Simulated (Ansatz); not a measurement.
Ansatz (an electronic-structure program) input:

Ansatz 0.2 input:
```yaml
crystal:
  lattice:
    - [0.0, 4.3813976807, -2.478843626]
    - [0.0, 4.3813976807, 2.478843626]
    - [8.2527956815, 0.0, 0.0]
  atoms:
    - { symbol: Si, position: [0.339962774, 0.3309913197, 0.9373584139] }
    - { symbol: Si, position: [0.6690086803, 0.660037226, 0.0626415861] }
    - { symbol: Si, position: [0.339962774, 0.3309913197, 0.5626415861] }
    - { symbol: Si, position: [0.6690086803, 0.660037226, 0.4373584139] }
    - { symbol: O, position: [0.6036604952, 0.3963395048, 0.0] }
    - { symbol: O, position: [0.6036604952, 0.3963395048, 0.5] }
    - { symbol: O, position: [0.4643550655, 0.9679231918, 0.5430890323] }
    - { symbol: O, position: [0.0320768082, 0.5356449345, 0.4569109677] }
    - { symbol: O, position: [0.4643550655, 0.9679231918, 0.9569109677] }
    - { symbol: O, position: [0.0320768082, 0.5356449345, 0.0430890323] }
    - { symbol: O, position: [0.5751066059, 0.7391942523, 0.25] }
    - { symbol: O, position: [0.2608057477, 0.4248933941, 0.75] }
kpoints:
  mp_grid: { grid: [7, 7, 4] }
hamiltonian:
  xc: lda
  pseudopotentials: { kind: paw }
scf:
  occupations: { method: fixed }
phonons:
  method: dfpt
  response_accuracy: low
  eigenvectors: true
  rigid_motions: translations
  dielectric: true
```

Output (shortened):

```
Pseudopotential: Si, paw, valence charge 4
Pseudopotential: O, paw, valence charge 6
Functional definition: SPW92
Crystal: 12 atoms, lattice volume = 179.264 Å³
Basis set: ecut = 420 eV, 3505 PW (Γ), exchange–correlation on 72×72×120 points (8 copies of the dense FFT grid, shifted against one another)
Bands: 44, of which v1, the nominal top of the filled ones, is band 32 counted from 1 (31 counted from 0)
Symmetry: 4 space group operations
k-points: 99 of 196 (irreducible under 1 space group operation, time reversal used)
SCF iter   1: F=—  HF=-6890.800225 eV  |F-HF|=—  |Δ(HF+E_count)|=         —  Δρ=1.18e-2  dr2=2.24e-1  ethr=1.77e-3  ⟨swp⟩=4.7  Hψ=18732  notcnv=0  defer=925
preconditioner: auto → Resta (q_TF=auto, 2.298 Å⁻¹)
SCF iter   2: F=—  HF=-6890.737131 eV  |F-HF|=—  |Δ(HF+E_count)|=   6.31e-2  Δρ=3.24e-3  dr2=5.94e-3  ethr=3.50e-4  ⟨swp⟩=2.2  Hψ=7706  notcnv=0  defer=986
SCF iter   3: F=—  HF=-6890.735485 eV  |F-HF|=—  |Δ(HF+E_count)|=   1.65e-3  Δρ=1.43e-3  dr2=2.01e-3  ethr=9.28e-6  ⟨swp⟩=2.7  Hψ=6843  notcnv=0  defer=990
SCF iter   4: F=—  HF=-6890.734999 eV  |F-HF|=—  |Δ(HF+E_count)|=   4.85e-4  Δρ=5.92e-4  dr2=3.75e-4  ethr=3.14e-6  ⟨swp⟩=1.0  Hψ=3898  notcnv=0  defer=988
SCF iter   5: F=—  HF=-6890.734910 eV  |F-HF|=—  |Δ(HF+E_count)|=   9.00e-5  Δρ=1.42e-4  dr2=2.61e-5  ethr=5.85e-7  ⟨swp⟩=2.0  Hψ=6057  notcnv=0  defer=974
SCF iter   6: F=—  HF=-6890.734903 eV  |F-HF|=—  |Δ(HF+E_count)|=   6.26e-6  Δρ=1.74e-5  dr2=7.03e-7  ethr=4.07e-8  ⟨swp⟩=2.1  Hψ=6055  notcnv=0  defer=688
SCF iter   7: F=—  HF=-6890.734810 eV  |F-HF|=—  |Δ(HF+E_count)|=   9.29e-5  Δρ=3.24e-6  dr2=2.56e-8  ethr=1.10e-9  ⟨swp⟩=2.1  Hψ=6244  notcnv=0  defer=558
SCF iter   8: F=—  HF=-6890.734810 eV  |F-HF|=—  |Δ(HF+E_count)|=   7.29e-8  Δρ=6.58e-7  dr2=1.28e-9  ethr=4.00e-11  ⟨swp⟩=2.1  Hψ=5636  notcnv=0  defer=559
SCF iter   9: F=-6890.734810 eV  HF=-6890.734810 eV  |F-HF|=4.27e-11  |Δ(HF+E_count)|=   4.35e-9  Δρ=2.28e-7  dr2=9.16e-11  ethr=1.00e-12  ⟨swp⟩=17.8  Hψ=33785  notcnv=0
SCF 1 converged in 9 iterations: F = -6890.734810 eV  dr2 = 9.16e-11
NSCF: frozen V_eff on 8 k-points
DFPT response loops at Γ: preconditioner auto → none (the input reference at scf.mixing.eps_inf says where Resta's filter doesn't serve); β = 0.50 …
phonon interpolation: 32 periodic images of 20 blocks of the force constants (a block to an ordered pair of atoms and a translation) lie up to 7.44e-3 Å …
SCF converged after 9 iterations
Free energy (F): -6890.734810 eV
Harris-Foulkes:  -6890.734810 eV  (|F-HF|=4.27e-11)
Internal energy: -6890.734810 eV  (E = F + TS)
E sigma→0 (E₀):  -6890.734810 eV
Fermi energy:    0.565716 eV
--- Per-component energies (eV) ---
  E_band       = -396.256097
  E_kinetic    = 1603.286910
  E_local      = -4744.055656  (includes V_loc(G=0)·N_el)
  E_nonlocal   = 502.613476
  E_hartree    = 1750.018357
  E_xc         = -802.987259
  E_vxc        = -939.655362  (∫ρ·V_xc dr)
  E_paw        = -3132.631783  (= ΣΔE_a)
  E_vpaw       = -318.503669  (= ΣTr[D̂ρ^β])
  E_aug_tail   = 0.021310  (compensation charges beyond the density's cutoff)
  E_ewald      = -2068.112859
  E_core_change = 1.112695  (= ΣΔE_core)
  E_smearing   =  0.000000  (= −TS)
  E_closure    =  0.000000  (closes the sum)
  Σ components = -6890.734810   (vs F -6890.734810, Δ=0.00e0)
  [band-id]    e_kinetic+e_local+e_nonlocal+2·e_hartree+e_vxc+e_vpaw+e_augmentation_tail = -396.256279   (vs E_band -396.256097, Δ=-1.82e-4)
--- Band table (eV; the first three rows and the last of 99) ---
  k-point 0: bands = ["-18.5447", "-18.0902", "-17.0602", "-16.3864", "-16.3803", "-16.3450", "-16.3208", "-16.3195", "-8.8527", "-7.7911", "-5.6259", "-5.1866", "-5.0697", "-4.9683", "-4.7948", "-4.6434", "-2.4623", "-2.2516", "-1.8347", "-1.6972", …
  k-point 1: bands = ["-18.4961", "-18.1862", "-16.9297", "-16.4492", "-16.3809", "-16.3526", "-16.3332", "-16.3237", "-8.7207", "-7.9821", "-5.5167", "-5.1774", "-5.0880", "-4.9283", "-4.8463", "-4.6919", "-2.3077", "-2.2041", "-1.8593", "-1.6967", …
  k-point 2: bands = ["-18.3616", "-18.3616", "-16.6689", "-16.6689", "-16.3674", "-16.3674", "-16.3302", "-16.3302", "-8.3782", "-8.3782", "-5.3140", "-5.3140", "-4.9882", "-4.9882", "-4.8050", "-4.8050", "-2.1157", "-2.1157", "-1.7629", "-1.7629", …
  k-point 98: bands = ["-18.0109", "-17.7775", "-17.4165", "-17.1335", "-16.4032", "-16.3856", "-16.3681", "-16.3564", "-7.6384", "-7.1899", "-6.4033", "-5.8760", "-4.7883", "-4.6803", "-4.4707", "-4.3728", "-2.5324", "-2.3578", "-2.2276", "-2.0914", …
--- Phonons (Γ-DFPT): 12 representative perturbations + reference, on 99 of 196 k-points (Σ response iterations 40) ---
  ASR residual: 5.825e-4 → 0.000e0 eV/Å²; symmetrization residual: 5.946e-5 eV/Å²
  ASR residual per site (eV/Å²): 8.91e-5 8.91e-5 8.91e-5 8.91e-5 3.52e-4 3.52e-4 3.73e-4 3.73e-4 3.73e-4 3.73e-4 5.83e-4 5.83e-4
  Γ frequencies (cm⁻¹): 0.00 0.00 0.00 30.40 58.78 88.86 122.62 198.60 272.97 276.05 290.04 317.63 321.04 360.26 375.19 409.05 410.30 428.27 436.26 440.61 455.69 486.86 716.94 770.62 771.08 777.11 781.26 803.51 1081.57 1083.66 1093.53 1094.37 1096.51 1129.06 1180.73 1205.97
  ε∞ (high-frequency dielectric tensor):
        2.233729     0.000000     0.000000
        0.000000     2.228380     0.000000
        0.000000     0.000000     2.224528
  ε⁰ (static dielectric tensor: ions relaxed, cell fixed):
        3.959463     0.000000     0.000000
        0.000000     3.968021     0.000000
        0.000000     0.000000     3.834359
  ε⁰ − ε∞ (ionic part):
        1.725734     0.000000     0.000000
        0.000000     1.739641     0.000000
        0.000000     0.000000     1.609831
  softest optical mode at Γ: 30.40 cm⁻¹; the repairs (sum rule, projections) moved no ω² at Γ by more than (7.13 cm⁻¹)²
  Born effective charges Z* (e; rows j = field, columns β = displacement):
    site 0:
         3.35202   -0.02363   -0.27817
        -0.00318    3.33051   -0.20971
         0.28217    0.26319    3.30441
    site 1:
         3.35202   -0.02363    0.27817
        -0.00318    3.33051    0.20971
        -0.28217   -0.26319    3.30441
    site 2:
         3.35202    0.02363    0.27817
         0.00318    3.33051   -0.20971
        -0.28217    0.26319    3.30441
    site 3:
         3.35202    0.02363   -0.27817
         0.00318    3.33051    0.20971
         0.28217   -0.26319    3.30441
    site 4:
        -1.22024   -0.58932    0.00000
        -0.57779   -2.68892    0.00000
         0.00000    0.00000   -1.07380
    site 5:
        -1.22024    0.58932    0.00000
         0.57779   -2.68892    0.00000
         0.00000    0.00000   -1.07380
    site 6:
        -1.26558   -0.28603   -0.51250
        -0.27510   -1.47824   -0.73379
        -0.50904   -0.75581   -2.23951
    site 7:
        -1.26558   -0.28603    0.51250
        -0.27510   -1.47824    0.73379
         0.50904    0.75581   -2.23951
    site 8:
        -1.26558    0.28603    0.51250
         0.27510   -1.47824   -0.73379
         0.50904   -0.75581   -2.23951
    site 9:
        -1.26558    0.28603   -0.51250
         0.27510   -1.47824    0.73379
        -0.50904    0.75581   -2.23951
    site 10:
        -2.95264    0.00000    0.00000
         0.00000   -1.01561   -0.03562
         0.00000    0.03167   -1.05601
    site 11:
        -2.95264    0.00000    0.00000
         0.00000   -1.01561    0.03562
         0.00000   -0.03167   -1.05601
  Z* charge neutrality: 7.657e-6 e pre-enforcement
  k-mesh period / interband length: 33.0 Å / 0.99 Å = 33.40 at k = (0.0000, 0.0000, 0.0000), direct gap 5.627 eV — 14 or more, which is no proof of convergence
  optical modes at Γ without the LO–TO term, one row a degenerate level:
      ω (cm⁻¹)  modes    IR ((D/Å)²/amu)
         30.40      1             0.0000
         58.78      1             0.0210
         88.86      1             0.0464
        122.62      1             0.0971
        198.60      1             0.0000
        272.97      1             0.3875
        276.05      1             0.0788
        290.04      1             0.0642
        317.63      1             0.0304
        321.04      1             0.0000
        360.26      1             0.0444
        375.19      1             0.0181
        409.05      1             3.0520
        410.30      1             0.9065
        428.27      1             0.0000
        436.26      1            16.1665
        440.61      1            12.4873
        455.69      1            12.8032
        486.86      1             0.0000
        716.94      1             0.2657
        770.62      1             0.0000
        771.08      1             0.7407
        777.11      1             3.4306
        781.26      1             4.6743
        803.51      1             2.1692
       1081.57      1             0.9356
       1083.66      1            58.6672
       1093.53      1            57.8848
       1094.37      1             0.0000
       1096.51      1            56.9913
       1129.06      1             0.9649
       1180.73      1             0.0761
       1205.97      1             0.0000
  optical modes at Γ + LO–TO along q̂ = [1.0000, 0.0000, 0.0000]:
      ω (cm⁻¹)  modes    IR ((D/Å)²/amu)
         30.40      1             0.0000
         59.33      1             0.0069
         88.86      1             0.0464
        122.62      1             0.0971
        198.60      1             0.0000
        272.97      1             0.3875
        276.05      1             0.0788
        290.32      1             0.0143
        317.63      1             0.0304
        321.04      1             0.0000
        360.26      1             0.0444
        375.19      1             0.0181
        410.30      1             0.9065
        413.71      1             0.1522
        428.27      1             0.0000
        436.26      1            16.1665
        455.69      1            12.8032
        486.86      1             0.0000
        500.07      1             7.7744
        716.94      1             0.2657
        770.62      1             0.0000
        771.08      1             0.7407
        781.26      1             4.6743
        785.73      1             1.8407
        803.51      1             2.1692
       1081.74      1             0.0055
       1083.66      1            58.6672
       1094.37      1             0.0000
       1096.51      1            56.9913
       1128.34      1             0.0954
       1180.73      1             0.0761
       1205.97      1             0.0000
       1242.39      1            68.9513
  optical modes at Γ + LO–TO along q̂ = [0.0000, 1.0000, 0.0000]:
      ω (cm⁻¹)  modes    IR ((D/Å)²/amu)
         30.40      1             0.0000
         58.78      1             0.0210
         89.65      1             0.0148
        122.62      1             0.0971
        198.60      1             0.0000
        272.97      1             0.3875
        276.42      1             0.0184
        290.04      1             0.0642
        317.63      1             0.0304
        321.04      1             0.0000
        360.38      1             0.0059
        375.23      1             0.0019
        409.05      1             3.0520
        410.30      1             0.9065
        428.27      1             0.0000
        440.61      1            12.4873
        455.69      1            12.8032
        486.86      1             0.0000
        503.35      1             8.4260
        717.70      1             0.1578
        770.62      1             0.0000
        771.08      1             0.7407
        777.11      1             3.4306
        781.26      1             4.6743
        808.63      1             1.0894
       1081.57      1             0.9356
       1093.53      1            57.8848
       1094.37      1             0.0000
       1096.51      1            56.9913
       1129.06      1             0.9649
       1180.40      1             0.2791
       1205.97      1             0.0000
       1231.35      1            67.5391
  optical modes at Γ + LO–TO along q̂ = [0.0000, 0.0000, 1.0000]:
      ω (cm⁻¹)  modes    IR ((D/Å)²/amu)
         30.40      1             0.0000
         58.78      1             0.0210
         88.86      1             0.0464
        123.84      1             0.0324
        198.60      1             0.0000
        274.97      1             0.1077
        276.05      1             0.0788
        290.04      1             0.0642
        317.76      1             0.0079
        321.04      1             0.0000
        360.26      1             0.0444
        375.19      1             0.0181
        409.05      1             3.0520
        412.18      1             0.0894
        428.27      1             0.0000
        436.26      1            16.1665
        440.61      1            12.4873
        486.86      1             0.0000
        508.76      1             6.8257
        716.94      1             0.2657
        770.62      1             0.0000
        771.92      1             0.0765
        777.11      1             3.4306
        794.00      1             2.8138
        803.51      1             2.1692
       1081.57      1             0.9356
       1083.66      1            58.6672
       1093.53      1            57.8848
       1094.37      1             0.0000
       1129.06      1             0.9649
       1180.73      1             0.0761
       1205.97      1             0.0000
       1239.60      1            66.6777
```

Cost: about 23 core-minutes (a rough figure) on shared cores.

Space group Ama2. The workflow started from a Materials Project entry (that database holds measured and hypothetical structures alike); the Crystallography Open Database copy checked does not list it. It is not the phase usual at ambient conditions (space group No. 92, 152, 154). The cell was relaxed with LDA under the symmetry of its start; phonons on a q-mesh show no instability.

Potentials: the later of the program's two PAW sets.

Ansatz is a plane-wave DFT program.
